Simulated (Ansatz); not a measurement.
According to plane-wave PAW r²SCAN (Ansatz code), HfC in the hexagonal phase (P-6m2; Hf on 1a, C on 1d) relaxes to a = 3.227 Å, c = 2.902 Å. Hf has 6 nearest neighbours from 2.36 Å (trigonal prismatic); C has 6 nearest neighbours from 2.36 Å (trigonal prismatic). Its formation energy from the elements is -27 kJ/mol of atoms, with no fitted shifts.

Electronic character: metallic (no gap). Gap from r²SCAN with spin–orbit coupling: none (metallic).

An equation-of-state fit gives a bulk modulus of 209 GPa. Bader charges are Hf +1.94, C -1.94 e.

The start of the workflow was typed in or built on a structure type; neither database checked (COD, Materials Project) lists it. It is not the phase usual at ambient conditions (space group No. 225). Symmetry was held in the r²SCAN relaxation; whether a distortion lowers the energy is not shown. No spin polarisation was allowed. The references are the lowest solids computed at this level, not always the standard phases. Scalar-relativistic: spin–orbit coupling is off unless named, which matters more the heavier the elements.

Potentials: the earlier of the program's two PAW sets.
